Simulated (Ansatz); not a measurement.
MoPd (rock salt, Fm-3m) under volume change, plane-wave PAW PBEsol (Ansatz code), scaled uniformly.

```csv
V (Å³/atom),E − E(relaxed) (meV/atom),P (GPa)
15.496,___,___
16.007,41.4,13.76
16.518,9.8,6.30
17.029,0.0,0.00
17.539,8.7,-5.31
18.050,33.0,-9.78
18.561,___,___
```

**Question.** What belongs in the gaps?

**Answer.** 
- 18.561, E − E(relaxed) (meV/atom): 70.3
- 18.561, P (GPa): -13.53
- 15.496, E − E(relaxed) (meV/atom): 98.9
- 15.496, P (GPa): 22.60

**Question.** What does a third-order Birch–Murnaghan fit give for V₀, B₀ and B′?

**Answer.** V₀ = 17.03 Å³/atom, B₀ = 192 GPa, B′ = 4.7.

The start of the workflow was typed in or built on a structure type; neither database checked (COD, Materials Project) lists it. Whether it is the stable phase at ambient conditions was not checked. The cell was relaxed with PBEsol under the symmetry of its start. At this level the phase is mechanically unstable. The run is not spin-polarised. Its formation energy is positive at this level, so the cell may be metastable or incomplete. Spin–orbit coupling is left out wherever it is not named.

Potentials: the earlier of the program's two PAW sets. The files were generated under PBE; for other functionals the program regenerates the frozen cores, and for LDA and PBEsol the local potential too.
